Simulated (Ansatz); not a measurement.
Relaxation of a relaxed Pd cell displaced along its unstable phonon at q = (½, 0, 0) of its primitive reciprocal cell (52i cm⁻¹), largest move 0.15 Å; 2 atoms in the cell, which starts as Pmmn, origin choice 1 (No. 59), oP2; a = 2.6466 Å, b = 4.5840 Å, c = 2.5933 Å, α = 90.00°, β = 90.00°, γ = 90.00°. Method: PBEsol (plane waves to 420 eV, PAW, scalar-relativistic; Ansatz, an electronic-structure program). Γ-centred k-mesh 7×14×12 on the run's cell (coarser than for final values), Fermi–Dirac smearing 0.05 eV. This is the first round of the run. 

The optimiser's lines from the output (shortened; P is positive under compression):

```
relax step   1: F+E_penalty+E_count = -13812.73596001 eV  Δ(F+E_penalty+E_count) = +0.000e0 eV  max|allowed force component| = 1.143e-1 eV/Å  Δτ_max = 0.0000 Å  P = -0.879 GPa  Ω = 31.462 Å³  (6 SCF iters, dr2 threshold 1.00e-7 eV, accepted)
relax step   2: F+E_penalty+E_count = -13812.76152710 eV  Δ(F+E_penalty+E_count) = -2.557e-2 eV  max|allowed force component| = 2.336e-1 eV/Å  Δτ_max = 0.0609 Å  P = +0.702 GPa  Ω = 31.032 Å³  (6 SCF iters, dr2 threshold 2.00e-7 eV, accepted)
relax step   3: F+E_penalty+E_count = -13812.82884446 eV  Δ(F+E_penalty+E_count) = -6.732e-2 eV  max|allowed force component| = 4.617e-1 eV/Å  Δτ_max = 0.0922 Å  P = -0.065 GPa  Ω = 30.814 Å³  (6 SCF iters, dr2 threshold 2.00e-7 eV, accepted)
relax step   4: F+E_penalty+E_count = -13813.07615753 eV  Δ(F+E_penalty+E_count) = -2.473e-1 eV  max|allowed force component| = 6.595e-1 eV/Å  Δτ_max = 0.1814 Å  P = +0.712 GPa  Ω = 29.715 Å³  (7 SCF iters, dr2 threshold 2.00e-7 eV, accepted)
relax step   5: F+E_penalty+E_count = -13813.25831407 eV  Δ(F+E_penalty+E_count) = -1.822e-1 eV  max|allowed force component| = 2.370e-1 eV/Å  Δτ_max = 0.1956 Å  P = +1.486 GPa  Ω = 29.035 Å³  (7 SCF iters, dr2 threshold 2.00e-7 eV, accepted)
relax step   6: F+E_penalty+E_count = -13813.30302699 eV  Δ(F+E_penalty+E_count) = -4.471e-2 eV  max|allowed force component| = 1.459e-3 eV/Å  Δτ_max = 0.0317 Å  P = -1.338 GPa  Ω = 29.316 Å³  (6 SCF iters, dr2 threshold 2.00e-7 eV, accepted)
relax step   7: F+E_penalty+E_count = -13813.30932397 eV  Δ(F+E_penalty+E_count) = -6.297e-3 eV  max|allowed force component| = 1.158e-3 eV/Å  Δτ_max = 0.0003 Å  P = +0.779 GPa  Ω = 28.997 Å³  (6 SCF iters, dr2 threshold 2.00e-7 eV, accepted)
relax step   8: F+E_penalty+E_count = -13813.30960242 eV  Δ(F+E_penalty+E_count) = -2.785e-4 eV  max|allowed force component| = 2.033e-4 eV/Å  Δτ_max = 0.0001 Å  P = -0.020 GPa  Ω = 29.110 Å³  (6 SCF iters, dr2 threshold 2.00e-7 eV, accepted)
relax step   9: F+E_penalty+E_count = -13813.30962433 eV  Δ(F+E_penalty+E_count) = -2.192e-5 eV  max|allowed force component| = 5.518e-6 eV/Å  Δτ_max = 0.0000 Å  P = +0.001 GPa  Ω = 29.107 Å³  (6 SCF iters, dr2 threshold 5.53e-8 eV, accepted)
relax step  10: F+E_penalty+E_count = -13813.30906745 eV  Δ(F+E_penalty+E_count) = +5.569e-4 eV  max|allowed force component| = 5.591e-6 eV/Å  Δτ_max = 0.0000 Å  P = +0.046 GPa  Ω = 29.107 Å³  stress off target by 1.12e-1 GPa  SCF on the basis re-selected at this cell (its energy is not comparable with the rows above)  (6 SCF iters)
relax step  11: F+E_penalty+E_count = -13813.30907607 eV  Δ(F+E_penalty+E_count) = -8.620e-6 eV  max|allowed force component| = 1.125e-5 eV/Å  Δτ_max = 0.0000 Å  P = +0.002 GPa  Ω = 29.113 Å³  (6 SCF iters, dr2 threshold 3.12e-8 eV, accepted)
relax step  12: F+E_penalty+E_count = -13813.30907748 eV  Δ(F+E_penalty+E_count) = -1.407e-6 eV  max|allowed force component| = 1.124e-5 eV/Å  Δτ_max = 0.0000 Å  P = +0.002 GPa  Ω = 29.113 Å³  stress off target by 3.71e-3 GPa  SCF on the basis re-selected at this cell (its energy is not comparable with the rows above)  (7 SCF iters)
```

From the first to the last row the energy changes by -0.29 eV/atom and the volume by -7.5 %. The last row is marked as not comparable with the walk above it, whose basis was carried along; it does compare with step 1, since both stand on a basis selected at the nominal cutoff for their own cell.

Later rounds, restarted from the end of this one on a renewed k-mesh, logged 9 more steps and released under 0.01 eV/atom more. The final structure after all rounds: Fm-3m (No. 225), cF4, fcc (Cu type); a = 3.876 Å, b = 3.876 Å, c = 3.876 Å, α = 90.00°, β = 90.00°, γ = 90.00°. Between re-selections the logged energies stand on a plane-wave basis carried along with the cell. No spin polarisation in the result.

The run could not lose the symmetry of its start.

Of the parent cell (P6/mmm (No. 191)): it is a generated cell of Pd: the first start was made by placing the elements on the sites of a structure type, and the end was not matched to a known phase here, so it may be hypothetical. Known forms of Pd include space group No. 225.
